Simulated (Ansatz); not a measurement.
MgF₂ in space group Pa-3 (No. 205; Mg on 4a, F on 8c), PBEsol in the plane-wave PAW code Ansatz. The conduction-band minimum lies at Γ, with 1 equivalent valley. Second derivatives d²E/dk² of the lowest band at one valley (eV·Å²), along Cartesian directions:

```csv
direction,d²E/dk²
[100],15.34
[010],15.34
[001],15.34
[110],15.34
[101],15.34
[011],15.34
```

### Question
Find the principal effective masses, the density-of-states mass and the conductivity mass.

### Answer
Off-diagonal terms follow from H_xy = H[110] − (H_xx + H_yy)/2, and m*/mₑ = 7.620 eV·Å² over each eigenvalue: 0.50, 0.50, 0.50. One valley's DOS mass (m₁m₂m₃)^(1/3) = 0.50, conductivity mass 3/(Σ 1/mᵢ) = 0.50 mₑ.

### Question
What effective density of states Nc follows at 300 K for parabolic valleys?

### Answer
Nc = 2.509e19 × 1 × (0.50)^(3/2) ≈ 8.9e18 cm⁻³.

The first step of the workflow began from a Materials Project structure, measured or hypothetical; the Crystallography Open Database copy checked does not list it. It is not the phase usual at ambient conditions (space group No. 136). The PBEsol relaxation kept the symmetry of its start; its stability against distortions is not shown here.

Potentials: the later of the program's two PAW sets.

Edges and masses are those of Kohn–Sham bands, whose gap is no quasiparticle gap.
